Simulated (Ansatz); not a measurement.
The relaxed structure here is a generated cell of Hf: the first start was made by placing the elements on the sites of a structure type, and the end was not matched to a known phase here, so it may be hypothetical. Known forms of Hf include space group No. 194.

One starting cell of Hf (a generated cell, Hf placed in the AFLOW prototype A_cI16_220_c (as in Li)) was relaxed twice with Ansatz (plane waves, PAW, scalar-relativistic): with r2SCAN at 500 eV and with PBE at 420 eV. The r2SCAN result:

```xyz
8
Lattice="-3.5529 3.5529 3.5529 3.5529 -3.5529 3.5529 3.5529 3.5529 -3.5529" Properties=species:S:1:pos:R:3 pbc="T T T"
Hf     1.6138     1.6138     1.6138
Hf    -1.6138     1.9391     1.6138
Hf     1.9391     1.6138    -1.6138
Hf     1.6138    -1.6138     1.9391
Hf     3.3902     3.3902     3.3902
Hf     0.1627     3.7156    -0.1627
Hf     3.7156    -0.1627     0.1627
Hf    -0.1627     0.1627     3.7156
```

```json
[
 {"quantity": "space group", "r2SCAN": "I-43d", "PBE": "I-43d"},
 {"quantity": "volume (Å³/atom)", "r2SCAN": "22.42", "PBE": "22.55"},
 {"quantity": "a (Å)", "r2SCAN": "7.106", "PBE": "7.119"},
 {"quantity": "gap (eV, no spin-orbit coupling)", "r2SCAN": "0.00", "PBE": "0.00"}
]
```

Both levels end in the same structure; PBE's volume is 0.6 % larger. Neither column is exact.

No spin polarisation in the result.

The run could not lose the symmetry of its start: the end is stationary, and may be a saddle point rather than a minimum.

Ansatz is a first-principles code.
